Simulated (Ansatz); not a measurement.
## MgCAs2 (ordering on zincblende): the band gap by level of theory

All numbers come from the plane-wave code Ansatz. The cell comes from a prototype generator: it can be a known phase or a hypothetical one. Spin polarisation is off.

Structure: MgCAs2 as one 8-atom ordering (I-42d) on the zincblende lattice, at its r2SCAN minimum. Space group I-42d (No. 122), tetragonal; a = 5.797 Å, c = 8.333 Å in the conventional setting, 17.50 Å³ an atom. Mg is surrounded by 4 As at 2.64 Å; As is surrounded by 2 C at 2.03 Å and 2 Mg at 2.64 Å; C is surrounded by 4 As at 2.03 Å.

Band edges at fixed r2SCAN geometry:
```json
{"level": "PBE", "k mesh": "6×6×6", "gap (eV)": "0.04", "kind": "indirect", "edges": "Γ → Γ–X (0.10)", "least direct gap (eV)": "0.05"}
{"level": "r2SCAN", "k mesh": "6×6×6", "gap (eV)": "0.15", "kind": "direct", "edges": "Γ", "least direct gap (eV)": "0.15"}
{"level": "HSE06", "k mesh": "4×4×4", "gap (eV)": "0.42", "kind": "direct", "edges": "Γ", "least direct gap (eV)": "0.42"}
```
All runs use a smearing of 0.02 eV.
Wave cutoffs: 420 eV, 500 eV (r2SCAN). Gaps under 0.1 eV (PBE) can't be told from a closed one: the bands may be in normal order or already inverted, which a gap's size doesn't show.

The HSE06 gap is direct at Γ: 0.42 eV.

Direct and least gap lie within 0.04 eV at some levels, so the kind of gap isn't settled.

Spin-orbit coupling is left out.

The meshes of the hybrids are coarse, so their gaps aren't converged to the digits shown.
